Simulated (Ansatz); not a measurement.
B in space group I4_132 (No. 214; B on 8a), the program Ansatz at the r²SCAN level (PAW). The conduction-band minimum lies on the Γ–P line, 23 % of the way from Γ, with 8 equivalent valleys. Second derivatives d²E/dk² of the lowest band at one valley (eV·Å²), along Cartesian directions:

| direction | d²E/dk² |
|---|---|
| [100] | 10.16 |
| [010] | 10.16 |
| [001] | 10.16 |
| [110] | 6.824 |
| [101] | 13.51 |
| [011] | 13.51 |

Find the principal effective masses, the density-of-states mass and the conductivity mass.

Off-diagonal terms follow from H_xy = H[110] − (H_xx + H_yy)/2, and m*/mₑ = 7.620 eV·Å² over each eigenvalue: 0.56, 0.56, 2.2. One valley's DOS mass (m₁m₂m₃)^(1/3) = 0.89, conductivity mass 3/(Σ 1/mᵢ) = 0.75 mₑ.

What effective density of states Nc follows at 300 K for parabolic valleys?

Nc = 2.509e19 × 8 × (0.89)^(3/2) ≈ 1.7e20 cm⁻³.

The start of the workflow was typed in or built on a structure type; neither database checked (COD, Materials Project) lists it. It is not the phase usual at ambient conditions (space group No. 166). The r²SCAN relaxation kept the symmetry of its start; its stability against distortions is not shown here.

Potentials: the earlier of the program's two PAW sets.

Edges and masses are those of Kohn–Sham bands, whose gap is no quasiparticle gap.
